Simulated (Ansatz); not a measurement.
## Compressing YMn$_{2}$Si$_{2}$: a fit and a missing row

YMn$_{2}$Si$_{2}$, I4/mmm, a = 3.844 Å, c = 10.231 Å. The structure is a COD entry; whether it is the stable form wasn't checked. Ansatz: PBEsol, PAW, 420 eV, Γ-centred 12×12×12 mesh on 5 atoms, Gaussian smearing 0.10 eV; collinear spin, largest moment 1.7 μB. Shape and atoms are relaxed at each volume; pressure is positive in compression.

| V (Å³/atom) | P (GPa) |
| --- | --- |
| 14.210 | 10.21 |
| 14.664 | ? |
| 15.117 | -0.01 |
| 15.571 | -3.96 |
| 16.024 | -7.27 |

Q: Take V0 = 15.117 Å³/atom, count pressures from its P0 = -0.01 GPa, fit the third-order Birch–Murnaghan form to the other rows, and predict the missing pressure.

A: With the Eulerian strain f = ½[(V0/V)^(2/3) − 1] and y = (P − P0)/[3f(1 + 2f)^(5/2)], the form is the line y = B0 + 1.5 B0 (B0′ − 4) f. Rows (f, y): 0.02106, 145.9; -0.00977, 141.6; -0.01905, 140.0. Means f = -0.002587, y = 142.50; Σ(Δf)² = 0.0008818, ΣΔfΔy = 0.1280; the slope is their ratio. y = 142.9 + 145.2 f GPa, so B0 = 142.9 GPa and B0′ = 4 + 2 × (145.2)/(3 × 142.9) = 4.68. At V = 14.664, f = 0.01025, y = 144.39 and P = 4.66 GPa. The run gave 4.67 GPa, so the fit is 0.01 GPa too low, within twice the rms miss on the fitted rows (0.005 GPa).

Only parallel moments were tried here.